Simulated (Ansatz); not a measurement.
**Ba2ZnBi2: reading a single point**

```xyz
10
Lattice="0.0000 0.0000 7.0531 7.1263 -3.6216 3.5266 7.1263 3.6216 -3.5266" Properties=species:S:1:pos:R:3 pbc="T T T"
Ba    5.1898    2.1242    0.0000
Ba    9.0628   -2.1242    7.0531
Ba    5.1898   -2.1242    3.5266
Ba    9.0628    2.1242    3.5266
Bi    8.7472   -1.5304    3.5266
Bi    5.5053    1.5304    3.5266
Bi    8.7472    1.5304    0.0000
Bi    5.5053   -1.5304    7.0531
Zn    7.1263    0.0000    1.7633
Zn    7.1263    0.0000    5.2899
```

Single point in Ansatz 0.2.0 with r2SCAN, no spin polarisation. Cutoff 500 eV, PAW datasets, 5×5×5 Γ-centred k mesh, gaussian filling (width 0.027 eV).

Q: Is the cell too large or too small?

A: The pressure is 1.4 GPa (compression positive), so with the atoms held at these fractions the cell would first expand.

Q: Is it stable against the elements?

A: -0.93 eV an atom against the elements' usual phases (free molecules for gases, crystals otherwise, with no correction for O₂ or N₂), so it is bound against them; other compounds may still compete. Relaxing would lower it.

Q: Give the Bader charges.

A: Bader charges in e: Ba +1.27, Zn +0.10, Bi -1.32. In the mean Ba gives up most and Bi takes most.

Q: What do density and ELF say about some of the short contacts?

A: Bi–Zn at 2.84 Å: least valence density 0.28 e/Å³ and ELF 0.43 there. Ba–Zn at 3.37 Å: least valence density 0.09 e/Å³ and ELF 0.07 there. Ba–Bi at 3.57 Å: least valence density 0.12 e/Å³ and ELF 0.14 there, a closed-shell (ionic or weak) contact. These are pseudo-fields; inside the PAW spheres they differ from the all-electron ones.

Q: Which atom feels the largest force, and which way?

A: The largest is on Bi7 (and as large on other atoms): 0.08 eV/Å, components (-0.06, -0.06, 0.00). It makes 38° with the line to a nearest neighbour, Zn9 at 2.84 Å, pointing towards it.

Q: Metal or insulator? Give the gap.

A: The gap is 0.35 eV, indirect (the least direct gap found is 0.57 eV). A semilocal functional usually gives too small a gap.

Origin: a database entry at a rescaled volume. Caveats: no spin-orbit coupling, which can shift this gap by tenths of an eV.
